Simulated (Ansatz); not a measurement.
AgI:
Space group P6₃mc (No. 186); a = b = 4.4857 Å, c = 7.3389 Å, α = β = 90.00°, γ = 120.00°

```csv
atom,site,symmetry,x,y,z
Ag,2b,3m.,0.3333,0.6667,0.0026
I,2b,3m.,0.3333,0.6667,0.3773
```

Relaxed with LDA.

Task: Decompose the optical modes at the zone centre into irreducible representations, and say which are infrared and Raman allowed.

Result: Point group 6mm: Γ_opt = A1 + 2B1 + E1 + 2E2. Infrared: A1, E1. Raman: A1, E1, E2.

Task: Assign frequencies (DFPT, LDA in the plane-wave PAW code Ansatz; without the LO–TO term).

Result: E2 21, B1 84, A1 118, E1 119, E2 125, B1 134 cm⁻¹.

Subscripts of B labels follow the axes of the standard setting.

Space group P6_3mc (wurtzite). The cell was relaxed with LDA under the symmetry of its start; of distortions, only those at the zone centre were tested. The run is not spin-polarised. Scalar-relativistic: spin–orbit coupling is off unless named, which matters more the heavier the elements.

Potentials: the later of the program's two PAW sets.
